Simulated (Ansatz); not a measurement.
SiGe:
```yaml
crystal:
  lattice:
    - [1.96198, 1.13275, 6.39888]
    - [-1.96198, 1.13275, 6.39888]
    - [0.00000, -2.26550, 6.39888]
  atoms:
    - { symbol: Si, position: [0.93881, 0.93881, 0.93881] }
    - { symbol: Si, position: [0.06119, 0.06119, 0.06119] }
    - { symbol: Ge, position: [0.43599, 0.43599, 0.43599] }
    - { symbol: Ge, position: [0.56401, 0.56401, 0.56401] }
```

Relaxed with r²SCAN.

Task: Give the Bader charges and basin volumes of the independent atoms, the program Ansatz at the r²SCAN level (PAW).

Result: 

```json
[
 {"atom": "Si1", "Bader charge (e)": "+0.28", "Bader volume (Å³)": "19.4"},
 {"atom": "Ge3", "Bader charge (e)": "-0.28", "Bader volume (Å³)": "23.2"}
]
```

Space group R-3m. The start of the workflow was typed in or built on a structure type; neither database checked (COD, Materials Project) lists it. Its standing as an ambient phase is unchecked. The cell was relaxed with r²SCAN under the symmetry of its start; whether a distortion lowers the energy is not shown.

Potentials: the earlier of the program's two PAW sets. The files were generated under PBE; for other functionals the program regenerates the frozen cores, and for LDA and PBEsol the local potential too.
